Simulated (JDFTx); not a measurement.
An input for a modified build of JDFTx (Pt(110), CANDLE, water, 1 M NaF; bohr, hartree) and the course of its log:

```
lattice \
  7.4514735683 0.0000000000 0.0000000000 \
  0.0000000000 5.2689874820 0.0000000000 \
  0.0000000000 0.0000000000 35.5268511430
coords-type Lattice
ion Pt 0.0000000000 0.0000000000 -0.0741550030 0
ion Pt 0.5000000000 0.5000000000 0.0000000000 0
ion Pt 0.0000000000 0.0000000000 0.0741550030 0
ion-species pseudo/pt_pbe_v1.4.upf
elec-cutoff 20 100
elec-ex-corr gga-PBE
coulomb-interaction Slab 001
coulomb-truncation-embed 0 0 0
kpoint-folding 6 8 1
elec-smearing Fermi 0.01
elec-n-bands 33
target-mu -0.168679
electronic-scf nIterations 100 energyDiffThreshold 1e-07
fluid LinearPCM
pcm-variant CANDLE
fluid-solvent H2O
fluid-cation Na+ 1
fluid-anion F- 1
fluid-minimize nIterations 400 knormThreshold 1e-11
wavefunction read f0.wfns
elec-initial-eigenvals f0.eigenvals
elec-initial-fillings read f0.fillings
fluid-initial-state f0.fluidState
dump-name f0_u0.$VAR
dump End State Ecomponents EigStats BandEigs Forces ElecDensity IonicPositions Fillings Kpoints Dtot FluidDebug BoundCharge FluidDensity
```

```
[one cycle in 5 is shown, and the last three; fluid-solver lines are left out]
	FillingsUpdate:  mu: -0.168679000  nElectrons: 49.869703
SCF: Cycle:  0   G: -258.206611315834436   dG: +4.905e-01   |Residual|: 1.720e-01   |deigs|: 3.420e-06
	FillingsUpdate:  mu: -0.168679000  nElectrons: 48.533530
SCF: Cycle:  5   G: -258.675667399973690   dG: -1.401e-02   |Residual|: 4.035e-02   |deigs|: 1.056e-03
	FillingsUpdate:  mu: -0.168679000  nElectrons: 49.711304
SCF: Cycle: 10   G: -258.289869456435838   dG: +6.975e-02   |Residual|: 1.583e-01   |deigs|: 1.706e-03
	FillingsUpdate:  mu: -0.168679000  nElectrons: 50.396763
SCF: Cycle: 15   G: -257.867324970677714   dG: -1.585e-02   |Residual|: 2.203e-01   |deigs|: 5.627e-04
	FillingsUpdate:  mu: -0.168679000  nElectrons: 49.352450
SCF: Cycle: 20   G: -258.503126472034637   dG: +1.475e-01   |Residual|: 1.041e-01   |deigs|: 1.184e-02
	FillingsUpdate:  mu: -0.168679000  nElectrons: 48.791501
SCF: Cycle: 25   G: -258.660411470944609   dG: +3.884e-02   |Residual|: 4.541e-02   |deigs|: 3.033e-03
	FillingsUpdate:  mu: -0.168679000  nElectrons: 49.329271
SCF: Cycle: 30   G: -258.475996762250475   dG: -1.674e-01   |Residual|: 1.176e-01   |deigs|: 4.123e-03
	FillingsUpdate:  mu: -0.168679000  nElectrons: 49.474550
SCF: Cycle: 35   G: -258.457803276287450   dG: +2.941e-02   |Residual|: 1.142e-01   |deigs|: 1.336e-03
	FillingsUpdate:  mu: -0.168679000  nElectrons: 49.414598
SCF: Cycle: 40   G: -258.484156485226492   dG: +2.140e-01   |Residual|: 1.103e-01   |deigs|: 8.481e-03
	FillingsUpdate:  mu: -0.168679000  nElectrons: 49.119357
SCF: Cycle: 45   G: -258.587172970031759   dG: +1.715e-02   |Residual|: 7.949e-02   |deigs|: 5.805e-04
	FillingsUpdate:  mu: -0.168679000  nElectrons: 48.313633
SCF: Cycle: 50   G: -258.700662081965334   dG: -4.769e-03   |Residual|: 8.759e-04   |deigs|: 1.419e-03
	FillingsUpdate:  mu: -0.168679000  nElectrons: 48.316968
SCF: Cycle: 55   G: -258.700669080689067   dG: -9.237e-06   |Residual|: 3.754e-04   |deigs|: 2.390e-04
	FillingsUpdate:  mu: -0.168679000  nElectrons: 48.320808
SCF: Cycle: 60   G: -258.700671921255662   dG: -4.467e-08   |Residual|: 3.366e-06   |deigs|: 6.490e-05
	FillingsUpdate:  mu: -0.168679000  nElectrons: 48.321333
SCF: Cycle: 65   G: -258.700671867742130   dG: +4.241e-08   |Residual|: 5.046e-05   |deigs|: 2.965e-05
	FillingsUpdate:  mu: -0.168679000  nElectrons: 48.322406
SCF: Cycle: 70   G: -258.700671434257458   dG: +4.867e-07   |Residual|: 1.578e-04   |deigs|: 2.755e-05
	FillingsUpdate:  mu: -0.168679000  nElectrons: 48.320651
SCF: Cycle: 75   G: -258.700671917636896   dG: -2.212e-07   |Residual|: 1.418e-05   |deigs|: 1.180e-05
	FillingsUpdate:  mu: -0.168679000  nElectrons: 48.321129
SCF: Cycle: 80   G: -258.700671900813177   dG: +1.020e-08   |Residual|: 3.031e-05   |deigs|: 6.500e-06
	FillingsUpdate:  mu: -0.168679000  nElectrons: 48.321784
SCF: Cycle: 85   G: -258.700671735696233   dG: +1.851e-07   |Residual|: 9.714e-05   |deigs|: 7.615e-06
	FillingsUpdate:  mu: -0.168679000  nElectrons: 48.320157
SCF: Cycle: 90   G: -258.700671844361693   dG: +5.882e-08   |Residual|: 6.041e-05   |deigs|: 7.471e-06
	FillingsUpdate:  mu: -0.168679000  nElectrons: 48.320788
SCF: Cycle: 95   G: -258.700671921036701   dG: +3.195e-11   |Residual|: 2.905e-06   |deigs|: 1.805e-06
	FillingsUpdate:  mu: -0.168679000  nElectrons: 48.320951
SCF: Cycle: 97   G: -258.700671917299928   dG: +3.771e-09   |Residual|: 1.365e-05   |deigs|: 4.059e-06
	FillingsUpdate:  mu: -0.168679000  nElectrons: 48.319382
SCF: Cycle: 98   G: -258.700671508288622   dG: +4.090e-07   |Residual|: 1.433e-04   |deigs|: 1.283e-05
	FillingsUpdate:  mu: -0.168679000  nElectrons: 48.320497
SCF: Cycle: 99   G: -258.700671903803141   dG: -3.955e-07   |Residual|: 3.089e-05   |deigs|: 1.160e-05
SCF: None of the convergence criteria satisfied after 100 iterations.
IonicMinimize: Iter:   0  G: -258.700671903803141  |grad|_K:  0.000e+00
IonicMinimize: Converged (|grad|_K<1.000000e-04).
```

This run gave no converged result. The loop ran out of cycles short of its threshold. It has stalled and not diverged: the last ten energies span 4e-07 Ha, so the total is near its end, but levels, forces and the electron count aren't shown converged.
